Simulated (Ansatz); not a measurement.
Computed with DFT r2SCAN, scalar-relativistic, plane waves, PAW in Ansatz 0.2.0.

Structure of PbO2:

```
CELL_PARAMETERS angstrom
0.00000 2.65890 2.65890
2.65890 0.00000 2.65890
2.65890 2.65890 0.00000
ATOMIC_POSITIONS crystal
Pb 0.00000 0.00000 0.00000
O 0.25000 0.25000 0.25000
O 0.75000 0.75000 0.75000
```

Plane waves to 500 eV, a k mesh through Γ of 14×14×14 on the computed 3-atom cell and Gaussian smearing (0.10 eV); no spin polarisation.

Levels along Γ–X–U | K–Γ–L–W–X, in eV from the Fermi level, sorted by energy at each point. Points in fractions of the primitive reciprocal vectors: Γ (0.000 0.000 0.000), X (0.500 0.000 0.500), U (0.625 0.250 0.625), K (0.375 0.375 0.750), L (0.500 0.500 0.500), W (0.500 0.250 0.750).
```
point k (1/Å, with 2π) band 11  band 12  band 13  band 14  band 15
    Γ             0.000    -2.08    -1.36    -1.36    -1.36     7.77
    -             0.169    -2.06    -1.23    -1.23    -0.54     7.41
    -             0.338    -1.84    -1.01    -1.01     0.42     6.74
    -             0.506    -1.51    -0.77    -0.77     1.21     6.22
    -             0.675    -1.11    -0.55    -0.55     1.77     6.06
    -             0.844    -0.72    -0.36    -0.36     2.06     6.31
    -             1.013    -0.43    -0.23    -0.23     2.17     6.84
    X             1.181    -0.33    -0.18    -0.18     2.20     7.19
    -             1.241    -0.34    -0.20    -0.19     2.21     7.23
    -             1.301    -0.39    -0.24    -0.21     2.26     7.34
    -             1.361    -0.51    -0.27    -0.26     2.33     7.51
    -             1.420    -0.69    -0.32    -0.28     2.42     7.74
    -             1.480    -0.91    -0.39    -0.28     2.53     8.01
    -             1.540    -1.16    -0.47    -0.29     2.64     8.30
    U             1.599    -1.41    -0.56    -0.30     2.73     8.61
    K             1.599    -1.41    -0.56    -0.30     2.73     8.61
    -             1.778    -2.15    -0.88    -0.35     2.90     8.93
    -             1.957    -2.73    -1.22    -0.44     2.80     8.17
    -             2.136    -2.77    -1.53    -0.58     2.42     7.48
    -             2.315    -2.22    -1.79    -0.77     1.74     7.09
    -             2.494    -1.98    -1.76    -0.98     0.79     7.12
    -             2.674    -2.10    -1.46    -1.22    -0.37     7.49
    Γ             2.853    -2.08    -1.36    -1.36    -1.36     7.77
    -             2.999    -2.19    -1.36    -1.36    -0.56     7.60
    -             3.145    -2.32    -1.39    -1.39     0.45     7.32
    -             3.291    -2.51    -1.42    -1.42     1.37     7.19
    -             3.437    -2.70    -1.47    -1.47     2.13     7.27
    -             3.583    -2.87    -1.51    -1.51     2.70     7.49
    -             3.730    -2.98    -1.54    -1.54     3.06     7.70
    L             3.876    -3.02    -1.55    -1.55     3.18     7.79
    -             3.995    -2.98    -1.47    -1.44     3.16     7.84
    -             4.114    -2.90    -1.24    -1.20     3.10     7.98
    -             4.234    -2.83    -0.95    -0.90     3.03     8.20
    -             4.353    -2.79    -0.75    -0.56     2.95     8.46
    -             4.473    -2.78    -0.60    -0.26     2.89     8.78
    -             4.592    -2.77    -0.52    -0.07     2.86     9.15
    W             4.711    -2.77    -0.49    -0.01     2.85     9.54
    -             4.796    -2.27    -0.49    -0.01     2.82     9.15
    -             4.880    -1.76    -0.47    -0.03     2.72     8.66
    -             4.964    -1.28    -0.45    -0.06     2.59     8.21
    -             5.049    -0.84    -0.41    -0.09     2.45     7.80
    -             5.133    -0.49    -0.38    -0.13     2.32     7.48
    -             5.218    -0.34    -0.26    -0.16     2.23     7.26
    X             5.302    -0.33    -0.18    -0.18     2.20     7.19
```

Spin-orbit coupling is left out, which matters for the bands of heavy elements.

Cost: 1 run of about 0.68 core-minutes, on Arm Neoverse V2 (shared hosts).